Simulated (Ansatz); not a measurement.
Starting cell, LaTl (CsCl type):

```xyz
2
Lattice="3.9191 0.0000 0.0000 0.0000 3.9191 0.0000 0.0000 0.0000 3.9191" Properties=species:S:1:pos:R:3 pbc="T T T"
La     0.0000     0.0000     0.0000
Tl     1.9596     1.9596     1.9596
```

In this cell atom 1 (La, nearest neighbour Tl at 3.394 Å; its periodic images, 3.9 Å or more away, move with it) is moved by s towards the nearest neighbour, unit vector (-0.577, -0.577, -0.577); all other atoms and the cell stay fixed.

Computed with PBEsol (plane waves to 420 eV, PAW, scalar-relativistic; Ansatz, a quantum-chemistry and plane-wave program). k mesh 10×10×10 (Γ-centred), Fermi-Dirac smearing 0.05 eV. E stands for the smeared free energy. With partly filled bands, energies and forces of such displacements shift with the k mesh and the smearing. F∥ is the force on the atom along that direction. LaTl is run without spin polarisation. LaTl was relaxed with its symmetry unable to fall. Spin-orbit coupling is left out, though Tl is heavy. The zero of ΔE is the undisplaced structure.

Problem. Give the computed ΔE (eV/cell) and F∥ (eV/Å) at s (Å) = -0.340, -0.272, -0.136, 0.068, 0.136.

Solution. 
```
s (Å)   ΔE (eV/cell)  F∥ (eV/Å)
------  ------------  ---------
-0.340         0.125      0.848
-0.272         0.076      0.615
-0.136         0.017      0.263
0.068          0.004     -0.126
0.136          0.017     -0.263
```

(For displaced atoms, the force is minus the slope of the energy, and its curvature is a force constant, which sets phonon frequencies.)
